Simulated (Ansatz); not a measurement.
**Structure relaxation, ZrC**

The start is a relaxed ZrC cell, doubled along one cell vector, shaken by Gaussian noise of σ = 0.08 Å a coordinate. The structure is fully relaxed (lattice and positions, P = 0) with PBEsol (plane waves to 420 eV, PAW, scalar-relativistic; Ansatz, a first-principles code). First-step values are on the input's coarse k-mesh.

Ansatz input (later rounds restart from its end on a renewed k-mesh):
Ansatz 0.2 input:
```yaml
crystal:
  lattice:
    - [-3.2131412556, 3.2131412556, 11.0666773798]
    - [1.6065706278, -1.6065706278, 5.5333386899]
    - [1.6065706278, 1.6065706278, -5.5333386899]
  atoms:
    - { symbol: Zr, position: [0.380019194, 0.2500199087, 0.4775976635] }
    - { symbol: Zr, position: [0.8810772953, 0.2316034494, 0.5051383157] }
    - { symbol: Zr, position: [0.0144850621, -0.0026970173, -0.013386105] }
    - { symbol: Zr, position: [0.4832881459, -0.0425116549, -0.0571335095] }
    - { symbol: C, position: [0.2529926065, 0.5302387528, 0.036493957] }
    - { symbol: C, position: [0.7654656574, 0.5309600855, 0.0825927551] }
    - { symbol: C, position: [0.1198518203, 0.7340892094, 0.493785476] }
    - { symbol: C, position: [0.6452146693, 0.7665975387, 0.5624194803] }
basis: { ecutwfc: 420, ecutrho_ratio: 4, xc_grid: 2, fft_grid_basis: typed }
kpoints: { mp_grid: { grid: [4, 8, 10] } }
hamiltonian:
  xc: pbesol
  dispersion: none
  pseudopotentials: { kind: paw }
scf: { occupations: { method: fermi_dirac, width: 0.05 } }
relax: { f_tol: 0.01, max_steps: 100, cell: { stress_tol: 0.02 } }
output: { forces: true, stress: true }
```

Problem. How much energy is released per atom?

Solution. 1.16 eV/atom.

Problem. How do the shortest distances between atoms change?

Solution. The closest pairs of elements (up to four, under 3.6 Å), start → end: C–Zr 2.06 → 2.33 Å; Zr–Zr 2.93 → 3.30 Å; C–C 3.08 → 3.30 Å.

Problem. What does it relax into? Give the structure.

Solution. 
Space group Fm-3m (No. 225); a = 4.669 Å, b = 4.669 Å, c = 4.669 Å, α = 90.00°, β = 90.00°, γ = 90.00°

```json
[
 {"atom": "Zr", "site": "4a", "symmetry": "m-3m", "x": "0.0000", "y": "0.0000", "z": "0.0000"},
 {"atom": "C", "site": "4b", "symmetry": "m-3m", "x": "0.5000", "y": "0.5000", "z": "0.5000"}
]
```
(The calculation used a cell of 2 atoms; values per cell refer to that cell.)

Final values are on a 17×17×17 k-mesh of the relaxed cell. No spin polarisation in the result.

Of the parent cell (I4₁/amd (No. 141)): it is a generated cell of ZrC: the first start was made by placing the elements on the sites of a structure type, and the end was not matched to a known phase here, so it may be hypothetical. Known forms of ZrC include space group No. 225.
